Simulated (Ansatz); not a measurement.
# Squeezing I (begun as hcp type, now distorted hcp)

```xyz
2
Lattice="3.9679 0.0000 0.0000 -1.9839 3.4363 0.0000 0.0000 0.0000 4.8937" Properties=species:S:1:pos:R:3 pbc="T T T"
I     0.0000    2.2909    1.2234
I     1.9839    1.1454    3.6703
```

The cell comes from a relaxation on PAW files under the same functional, begun from a prototype that needn't be the stable phase.

The start type wasn't kept: the relaxed cell is distorted hcp.

Its volume is scaled, and at each volume shape and atoms are relaxed on PAW files; all methods then take that cell.

All numbers are LDA results (scalar-relativistic) from Ansatz 0.2.0, with a Γ-centred 12×12×7 k mesh, Fermi–Dirac smearing of 0.08 eV, no spin polarisation. Methods: LAPW: all electrons, basis error target 1 meV/atom; PAW: frozen-core files, cutoff 420 eV; norm-conserving: pseudopotentials, cutoff 952 eV.

Energies are extrapolated to zero smearing and count from the unscaled cell; pressure is positive in compression; gaps take the mesh and a band path. No temperature or zero-point motion is included.

Spin–orbit coupling is left out, which matters for the heavy atoms. The PAW files were made under PBE. The structure type is held throughout; the real material can change phase at far lower pressure.

```csv
V/V0,V (Å³/atom),P LAPW (GPa),ΔE LAPW (eV/atom),P PAW − LAPW (GPa),ΔE PAW − LAPW (meV/atom),space group,shortest distance (Å)
1.00,33.36,0.02,0.000,-0.01,0.0,P6_3/mmc,3.352
0.92,30.69,2.95,0.022,-0.02,-0.2,P6_3/mmc,?
0.84,28.02,7.66,0.107,-0.03,-0.5,P6_3/mmc,3.225
0.76,25.36,15.16,0.293,-0.03,-0.9,P6_3/mmc,?
```

(1) What belongs in the row "0.76", column "shortest distance (Å)"?

(2) Give the missing entry: row "0.92", column "shortest distance (Å)".

(3) From the table, what is the rise of the enthalpy H = E + pV up to the last row, and how stiff is the crystal between the last two rows?

(4) At the smallest volume, how far does norm-conserving lie from LAPW in pressure?

(5) How do the Löwdin populations by LAPW change from the unscaled cell to the last row?

Answers

(1) 3.169.

(2) 3.289.

(3) ΔH = 0.293 eV + (15.16 GPa × 25.36 Å³ − 0.02 GPa × 33.36 Å³) × 0.006242 eV/(GPa·Å³) = 2.69 eV/atom, of which pV makes 89 %. The mean bulk modulus there is −ΔP/Δln V = 74.9 GPa.

(4) norm-conserving: -0.34 GPa, on a LAPW pressure of 15.16 GPa.

(5) I 5p 4.96 → 4.92 electrons an atom. These are projections on the shells that the free atoms fill; 0.09 e a cell lies outside them at the start and 0.18 e at the end.
